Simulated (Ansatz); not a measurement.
**CsSnI3 (cubic perovskite), scan of one atom of the cell**

CsSnI$_{3}$ (cubic perovskite)

```
CELL_PARAMETERS angstrom
      6.13043     0.00000     0.00000
      0.00000     6.13043     0.00000
      0.00000     0.00000     6.13043
ATOMIC_POSITIONS crystal
  Cs 0.00000 0.00000 0.00000
  Sn 0.50000 0.50000 0.50000
  I  0.00000 0.50000 0.50000
  I  0.50000 0.50000 0.00000
  I  0.50000 0.00000 0.50000
```

In this cell atom 5 (I, nearest neighbour Sn at 3.065 Å; its periodic images, 6.1 Å or more away, move with it) is moved by s along Cartesian x, unit vector (1.000, 0.000, 0.000); all other atoms and the cell stay fixed.

These are PBEsol (plane waves to 420 eV, PAW, scalar-relativistic; Ansatz, an electronic-structure program) values and carry that method's errors. k mesh 6×6×6 (Γ-centred), Fermi-Dirac smearing 0.05 eV. The energy includes the smearing's −TS. Stress and pressure are positive under compression. F∥ is the force on the atom along that direction. CsSnI3 was relaxed with its symmetry unable to fall. Spin-orbit coupling is left out, though I is heavy. This is a high-temperature form of CsSnI3. The zero of ΔE is the undisplaced structure.

```
s (Å)   ΔE (meV/cell)  P (GPa)  F∥ (eV/Å)
------  -------------  -------  ---------
-0.920          198.6     0.26      0.597
-0.736          108.4     0.15      0.392
-0.552           51.3     0.09      0.236
-0.368           18.9     0.06      0.123
-0.184            3.9     0.04      0.046
0.000             0.0     0.04      0.000
0.184             3.9     0.04     -0.046
0.368            18.9     0.06     -0.123
0.552            51.3     0.09     -0.236
0.736           108.4     0.15     -0.392
0.920           198.6     0.26     -0.597
```

Read from the data:

The energy at s = 0.920 Å comes out as 198.6 meV/cell and the force along the line at s = -0.920 Å is 0.597 eV/Å. The force constant k = d²E/ds² at s = 0 (finite differences) is 0.22 eV/Å². Symmetry of the curve: even: the same for both signs. Shape of the curve: a single well with its minimum at or next to zero displacement.

The 11 points together took very roughly 10 core-minutes.

(For displaced atoms, the force is minus the slope of the energy, and its curvature is a force constant, which sets phonon frequencies.)
